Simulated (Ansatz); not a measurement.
## HfB₂ under compression and expansion

Space group P6/mmm (No. 191). a = 3.140 Å, b = 3.140 Å, c = 3.480 Å, α = 90.00°, β = 90.00°, γ = 120.00°
| atom | site | symmetry | x | y | z |
| --- | --- | --- | --- | --- | --- |
| Hf | 1a | 6/mmm | 0.0000 | 0.0000 | 0.0000 |
| B | 2d | -6m2 | 0.3333 | 0.6667 | 0.5000 |

The runs use the primitive cell with vectors (3.140, 0.000, 0.000), (-1.570, 2.719, 0.000), (0.000, 0.000, 3.480) Å, to which the k mesh refers.

The geometry is COD entry 1510711, unchecked; take it as a test cell.

Spin–orbit coupling is left out, though it moves levels of the heavy atoms by tenths of an eV or more.

All numbers are computed: DFT, PBEsol, all-electron LAPW, scalar-relativistic (Ansatz 0.2.0); DFT, PBEsol, PAW with Ansatz's default frozen-core files, scalar-relativistic (Ansatz 0.2.0).

For LAPW: a Γ-centred 13×13×11 k mesh, Fermi–Dirac smearing of 0.05 eV, basis error target 0.5 meV/atom, no spin polarisation. PAW takes a cutoff of 420 eV at this cell (files made with PBE, cores remade for this functional). The Ansatz runs share mesh, smearing and spin set-up. Plane-wave (PAW) pressures include the program's estimate of the Pulay term.

The cell above is scaled evenly, with fractional coordinates and shape held.

| V/V(cell) | V (Å³/atom) | P, LAPW (GPa) | P, PAW (GPa) | free energy over the lowest listed, PAW (meV/atom) |
| --- | --- | --- | --- | --- |
| 0.9600 | 9.509 | 6.53 | 6.46 | 4.1 |
| 0.9900 | 9.806 | -1.80 | -1.85 | 0.0 |
| 1.0000 | 9.905 | -4.31 | -4.37 | 1.9 |
| 1.0200 | 10.103 | -8.97 | -9.03 | 10.3 |
| 1.0600 | 10.499 | ? | ? | ? |

**Question.** Fill in the row V/V(cell) = 1.0600.

**Answer.** P, LAPW (GPa) = -17.04, P, PAW (GPa) = -17.09, free energy over the lowest listed, PAW (meV/atom) = 42.9.

**Question.** What do Birch–Murnaghan fits to the pressures give?

**Answer.** LAPW: V0 = 9.74 Å³/atom, B0 = 262 GPa, B0′ = 3.9; PAW: V0 = 9.74 Å³/atom, B0 = 262 GPa, B0′ = 3.9.

PAW's V0 lies -0.02 % from the all-electron value and its B0 0.0 %. With shape and internal coordinates held, B0 is an upper bound to the relaxed modulus.
